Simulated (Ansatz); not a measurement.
Space group P6/mmm (No. 191). a = 5.299 Å, b = 5.299 Å, c = 4.417 Å, α = 90.00°, β = 90.00°, γ = 120.00°
| atom | site | symmetry | x | y | z |
| --- | --- | --- | --- | --- | --- |
| Ca | 1a | 6/mmm | 0.0000 | 0.0000 | 0.0000 |
| Pd | 3g | mmm | 0.5000 | 0.0000 | 0.5000 |
| Pd | 2c | -6m2 | 0.3333 | 0.6667 | 0.0000 |

Equation of state of this CaPd5 structure (not necessarily the ground state), with shape and atoms relaxed at each volume where symmetry leaves them free. It has no gap at any of these volumes. All numbers below come from DFT r2SCAN, scalar-relativistic, plane waves, PAW (Ansatz).

Cutoff 500 eV; k points 12×12×8 on the computed 6-atom cell (Γ-centred); Gaussian smearing, width 0.10 eV; no spin polarisation.

| V (Å³/atom) | E − E(largest V) (meV/atom) | P (GPa) |
| --- | --- | --- |
| 16.290 | 47.12 | 15.36 |
| 16.827 | 6.18 | 9.27 |
| 17.364 | -16.09 | 4.21 |
| 17.901 | -22.86 | -0.01 |
| 18.438 | -16.75 | -3.50 |
| 18.975 | 0.00 | -6.39 |

Task: Fit a third-order Birch–Murnaghan equation to E(V).

Result: V0 = 17.90 Å³/atom, B0 = 128 GPa, B0' = 5.2.